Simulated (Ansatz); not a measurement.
In ZrC (rock salt type) the Zr atom of the primitive cell, with all its periodic images, is moved by 0.06 Å along [111].

```yaml
crystal:
  lattice:
    - [0.00000, 2.35500, 2.35500]
    - [2.35500, 0.00000, 2.35500]
    - [2.35500, 2.35500, 0.00000]
  atoms:
    - { symbol: Zr, position: [0.00735, 0.00735, 0.00735] }
    - { symbol: C, position: [0.50000, 0.50000, 0.50000] }
```
Lattice in Å, positions in fractions of it.

These are results of Ansatz 0.2.0 development build, HSE06, plane waves, PAW datasets (generated soft set 1), not measurements.

Cutoff 420 eV; exchange singularity: Wigner-Seitz; k-mesh 4×4×4 Γ-centred; Fermi–Dirac smearing of 0.1 eV; no spin polarisation.

Question: What force results?

Answer: The force on it along the displacement is -0.1391 eV/Å, a force constant of 2.32 eV/Å². The cell stands under a pressure of -2.6 GPa, which shifts the constant from its value at the relaxed volume.

| atom | Fx (eV/Å) | Fy (eV/Å) | Fz (eV/Å) |
| --- | --- | --- | --- |
| Zr1 | -0.0803 | -0.0803 | -0.0803 |
| C2 | 0.0803 | 0.0803 | 0.0803 |

The k-mesh is coarse, so these values belong to this mesh and can lie far from the converged ones.
